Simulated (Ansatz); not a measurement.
Cr₃Os (A15 (Cr3Si type), Pm-3n) under volume change, the program Ansatz at the PBEsol level (PAW), scaled uniformly.

| V (Å³/atom) | E − E(relaxed) (meV/atom) | P (GPa) |
|---|---|---|
| 11.012 | 112.0 | 35.81 |
| 11.375 | 47.0 | 21.92 |
| 11.738 | 11.1 | 10.08 |
| 12.101 | 0.0 | 0.00 |
| 12.464 | 10.0 | -8.58 |
| 12.827 | 37.9 | -15.88 |
| 13.190 | 81.1 | -22.08 |

### Question
What does a third-order Birch–Murnaghan fit give for V₀, B₀ and B′?

### Answer
V₀ = 12.10 Å³/atom, B₀ = 309 GPa, B′ = 4.4.

The workflow started from an entry of the Crystallography Open Database (COD). Its standing as an ambient phase is unchecked. Symmetry was held in the PBEsol relaxation; its stability against distortions is not shown here. The workflow began spin-polarised and lost its moments. Scalar-relativistic: spin–orbit coupling is off unless named, which matters more the heavier the elements.

Potentials: the later of the program's two PAW sets.
